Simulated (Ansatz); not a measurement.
WAs4Ge2, MA2Z4 (prismatic core, outer Z over the empty site)-type layer, relaxed and computed with two functionals in Ansatz (plane waves, PAW).

```tsv
functional	a (Å)	thickness (Å)	gap (eV)	IP (eV)
PBE	3.693	10.17	0.45	4.85
r²SCAN+D4	___	___	___	___
```

Task: Some entries are withheld; supply them.

Result: 
- r²SCAN+D4, a (Å): 3.650
- r²SCAN+D4, thickness (Å): 10.02
- r²SCAN+D4, gap (eV): 0.51
- r²SCAN+D4, IP (eV): 5.00

All cells were relaxed under the symmetry of their starts (and spin orders); stability against distortions was not tested throughout. Rows with no word on spin ran without spin polarisation. Spin–orbit coupling is left out wherever it is not named. Constructed layers (a layer type filled with these elements): WAs4Ge2, MA2Z4 (prismatic core, outer Z over the empty site)-type layer; WAs4Ge2, MA2Z4 (prismatic core, outer Z over the empty site)-type layer.

Potentials: the later of the program's two PAW sets.

Ansatz (a first-principles code) is a plane-wave DFT program.
